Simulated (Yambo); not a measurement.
**CdClOH: sweep of GW parameters**

G0W0@PBEsol for CdClOH (space group P6_3mc, No. 186) in Yambo. Reference settings: 3×3×1 Γ-centred k mesh, bands 9 to 193 and a 7 Ry block in the screening, 193 bands in G with the Bruneval-Gonze terminator, plasmon pole fitted at 27.2 eV. The PBEsol gap Γ → Γ on this mesh is 2.39 eV; G0W0 gaps are taken between the same points.

| change from the reference | G0W0 gap Γ → Γ (eV) | shift of the valence edge (eV) | rough Yambo cost |
|---|---|---|---|
| reference settings | 4.38 | -1.18 | 1 |
| 80 bands in W, 80 bands in G | 4.62 | -1.01 | about 1/2 |
| 129 bands in W, 129 bands in G | 4.44 | -1.11 | within a factor of two |
| 80 bands in G | 4.40 | -1.14 | – |
| 129 bands in G | 4.38 | -1.17 | – |
| 97 bands in W | 4.53 | -1.08 | within a factor of two |
| 2 Ry block | 4.28 | -1.09 | within a factor of two |
| 3 Ry block | 4.23 | -1.07 | within a factor of two |
| 6 Ry block | 4.35 | -1.15 | within a factor of two |
| pole fitted at 55 eV | 4.40 | -1.26 | – |
| no random integration | 4.30 | -0.94 | – |
| 80 bands in G, no terminator | 4.22 | -0.60 | – |
| 129 bands in G, no terminator | 4.26 | -0.86 | – |
| no terminator | 4.30 | -1.01 | – |

The reference isn't shown to be the converged limit. Costs are rough (shared machines), scaled to the same edge states, and given only for runs that recompute the screening.

Spin-orbit splittings are left out.

Geometry relaxed with PBE+D3(BJ); primitive cell a = b = 3.6970 Å, c = 10.1849 Å, α = β = 90.00°, γ = 120.00°.

A shift is the quasiparticle energy of the state minus its PBEsol energy.
